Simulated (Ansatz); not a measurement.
A plane-wave DFT run in Ansatz 0.2.0 (scalar-relativistic PAW potentials unless the input names others): input and command.

```yaml
crystal:
  lattice:
    - [1.687709981, 0.9743998118, 11.3661971646]
    - [-1.687709981, 0.9743998118, 11.3661971646]
    - [0.0, -1.9487996236, 11.3661971646]
  atoms:
    - { symbol: Ta, position: [0.0, 0.0, 0.0] }
    - { symbol: Ta, position: [0.1935922371, 0.1935922371, 0.1935922371] }
    - { symbol: Ta, position: [0.8064077629, 0.8064077629, 0.8064077629] }
    - { symbol: I, position: [0.3971482868, 0.3971482868, 0.3971482868] }
    - { symbol: I, position: [0.6028517132, 0.6028517132, 0.6028517132] }
basis:
  ecutwfc: 420
kpoints:
  mp_grid: { grid: [12, 12, 12] }
hamiltonian:
  xc: pbe
scf:
  occupations: { method: gaussian, width: 0.1 }
  mixing: { preconditioner: kerker_dos }
output:
  forces: true
  eigenvalues: true
  stress: true
```

```bash
ansatz run input.yaml --threads 1 --pin off --max-ram 2560MiB --backend cpu --events-out ev --progress --plain --runs-dir out
```

Abridged log:
```
Basis set: ecut = 420 eV, 2197 PW (Γ), FFT grids on a1−a3, a2−a3, a3, exchange–correlation on 48×48×160 points (8 copies of the dense FFT grid, shifted against one another)
Bands: 44, of which v1, the nominal top of the filled ones, is band 37 counted from 1 (36 counted from 0)
Symmetry: 12 space group operations
k-points: 189 of 1728
SCF iter   1: F=—  HF=-44819.310680 eV  |F-HF|=—  |Δ(HF+E_count)|=         —  Δρ=1.61e-2  dr2=3.59e0  ethr=1.77e-3  ⟨swp⟩=6.9  Hψ=35027  notcnv=0
SCF iter   2: F=—  HF=-44819.198665 eV  |F-HF|=—  |Δ(HF+E_count)|=   1.12e-1  Δρ=5.65e-3  dr2=3.83e-1  ethr=1.77e-3  ⟨swp⟩=1.1  Hψ=9865  notcnv=0  defer=21
SCF iter   3: F=—  HF=-44819.184287 eV  |F-HF|=—  |Δ(HF+E_count)|=   1.44e-2  Δρ=2.64e-3  dr2=3.07e-2  ethr=5.24e-4  ⟨swp⟩=1.2  Hψ=7996  notcnv=0  defer=270
SCF iter   4: F=—  HF=-44819.179754 eV  |F-HF|=—  |Δ(HF+E_count)|=   4.53e-3  Δρ=9.43e-4  dr2=1.65e-2  ethr=4.21e-5  ⟨swp⟩=2.0  Hψ=9999  notcnv=0  defer=270
SCF iter   5: F=—  HF=-44819.179041 eV  |F-HF|=—  |Δ(HF+E_count)|=   7.13e-4  Δρ=5.70e-4  dr2=7.22e-4  ethr=2.26e-5  ⟨swp⟩=1.2  Hψ=8006  notcnv=0  defer=270
SCF iter   6: F=—  HF=-44819.178973 eV  |F-HF|=—  |Δ(HF+E_count)|=   6.84e-5  Δρ=1.45e-4  dr2=3.58e-5  ethr=9.89e-7  ⟨swp⟩=2.0  Hψ=10020  notcnv=0  defer=270
SCF iter   7: F=—  HF=-44819.178966 eV  |F-HF|=—  |Δ(HF+E_count)|=   6.67e-6  Δρ=5.97e-5  dr2=2.94e-5  ethr=4.91e-8  ⟨swp⟩=2.0  Hψ=12138  notcnv=0  defer=338
SCF iter   8: F=—  HF=-44819.178965 eV  |F-HF|=—  |Δ(HF+E_count)|=   8.03e-7  Δρ=1.73e-5  dr2=8.54e-7  ethr=4.03e-8  ⟨swp⟩=1.0  Hψ=7964  notcnv=0  defer=338
SCF iter   9: F=—  HF=-44819.178965 eV  |F-HF|=—  |Δ(HF+E_count)|=   1.14e-7  Δρ=5.92e-6  dr2=1.05e-7  ethr=1.37e-10  ⟨swp⟩=12.3  Hψ=40359  notcnv=0
SCF iter  10: F=-44819.178965 eV  HF=-44819.178965 eV  |F-HF|=4.47e-9  |Δ(HF+E_count)|=   7.59e-9  Δρ=2.08e-6  dr2=8.93e-9  ethr=1.37e-10  ⟨swp⟩=4.1  Hψ=26281  notcnv=0
SCF 1 converged in 10 iterations: F = -44819.178965 eV  dr2 = 8.93e-9
SCF converged after 10 iterations
Free energy (F): -44819.178965 eV
Harris-Foulkes:  -44819.178965 eV  (|F-HF|=4.47e-9)
Internal energy: -44819.142751 eV  (E = F + TS)
E sigma→0 (E₀):  -44819.160858 eV
Entropy (-TS):   -0.036215 eV (-7.243 meV/atom)
Fermi energy:    15.631757 eV
--- Forces (eV/Å), atoms counted from 1 ---
  atom   1  Ta     0.00000000     0.00000000     0.00000000
  atom   2  Ta     0.00000000     0.00000000     0.00043795
  atom   3  Ta     0.00000000     0.00000000    -0.00043795
  atom   4  I      0.00000000     0.00000000     0.00021398
  atom   5  I      0.00000000     0.00000000    -0.00021398
--- Stress (GPa, compression-positive) ---
        0.005261       0.000000       0.000000
        0.000000       0.005261       0.000000
        0.000000       0.000000       0.000885
  P = ⅓ Tr σ = 0.0038 GPa (0.038 kbar)
```

Apart from outputs, empty bands and the relaxation, which only the reference makes, the input differs from a reference run on usual settings in scf.mixing.preconditioner: not typed → "kerker_dos". The reference, at the same geometry, ended its own course with pressure 0.00 GPa, largest force 0.000 eV/Å, no gap on the mesh. This run converged in 10 SCF iterations with an energy at zero smearing within 0.01 meV/atom of the reference's, pressure 0.00 GPa, largest force 0.000 eV/Å, no gap on the mesh.

Time: 52 s on 1 thread of Arm Neoverse V2 (shared host), peak memory 0.8 GiB.